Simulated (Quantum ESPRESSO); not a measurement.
Empty bands for a GW run on KCl (rock salt, space group Fm-3m, No. 225): 138 bands on a 4×4×4 mesh, LDA, PseudoDojo standard norm-conserving files, scalar-relativistic, Quantum ESPRESSO. The input, in which only the diagonalization keyword changes:

```
&CONTROL
  calculation = 'nscf'
  pseudo_dir = './pseudo'
  outdir = './out'
/
&SYSTEM
  ibrav = 0
  nat = 2
  ntyp = 2
  ecutwfc = 72.0
  ecutrho = 288.0
  occupations = 'fixed'
  force_symmorphic = .true.
  nbnd = 138
/
&ELECTRONS
  conv_thr = 2e-09
  diago_full_acc = .true.
  diago_thr_init = 1e-08
  diagonalization = 'david'
/
ATOMIC_SPECIES
Cl 35.4500 Cl.upf
K 39.0983 K.upf
CELL_PARAMETERS angstrom
  0.000000000000   3.037663443000   3.037663443000
  3.037663443000   0.000000000000   3.037663443000
  3.037663443000   3.037663443000   0.000000000000
ATOMIC_POSITIONS crystal
Cl   0.500000000000   0.500000000000   0.500000000000
K   0.000000000000   0.000000000000   0.000000000000
K_POINTS automatic
4 4 4 0 0 0
```

```tsv
diagonalization	mean iterations per k point	rough time	largest change of an eigenvalue (eV)
david	18	1	–
cg	42	about 3×	2e-06
paro	16	within a factor of two	2e-09
```

An iteration means different work in each solver, so the counts don't rank them. Times are rough ratios from shared machines.

Geometry relaxed with LDA.
